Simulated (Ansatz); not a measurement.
This run works on a generated trial structure, not on a known crystal.

Input and command of a plane-wave DFT calculation in Ansatz:

```yaml
crystal:
  lattice:
    - [4.61222163, 0.0, 0.0]
    - [0.0, 4.61222163, 0.0]
    - [0.0, 0.0, 12.92854464]
  atoms:
    - { symbol: Zr, position: [0.5, 0.5, 0.0] }
    - { symbol: Sb, position: [0.0, 0.5, 0.37271854] }
    - { symbol: Sb, position: [0.5, 0.0, 0.11987138] }
    - { symbol: Sb, position: [0.0, 0.5, 0.88012862] }
    - { symbol: Sb, position: [0.5, 0.0, 0.62728146] }
    - { symbol: S, position: [0.0, 0.0, 0.75397915] }
    - { symbol: S, position: [0.5, 0.5, 0.5] }
    - { symbol: S, position: [0.0, 0.0, 0.24602085] }
basis:
  ecutwfc: 420
kpoints:
  mp_grid: { grid: [4, 4, 2] }
hamiltonian:
  xc: pbe
scf:
  occupations: { method: gaussian, width: 0.2 }
  lower_state_search: "off"
output:
  forces: true
  stress: true
  eigenvalues: true
relax:
  adjacent_minimum: "off"
  f_tol: 0.08
  max_steps: 16
  cell: { stress_tol: 0.8 }
```

```bash
ansatz run input.yaml --threads 1 --pin off --max-ram 2560MiB --backend cpu --events-out ev --progress --plain --runs-dir out
```

Processor: Arm Neoverse V1, 1 thread, on a host shared with other jobs.

**Question.** Estimate time, memory and problem size.

**Answer.** About 74 s, peak memory 0.51 GiB. It solves 54 bands at 12 k points (after reduction by symmetry) with about 5267 plane waves (on the last cell), in 32 SCF iterations over 5 ionic steps.
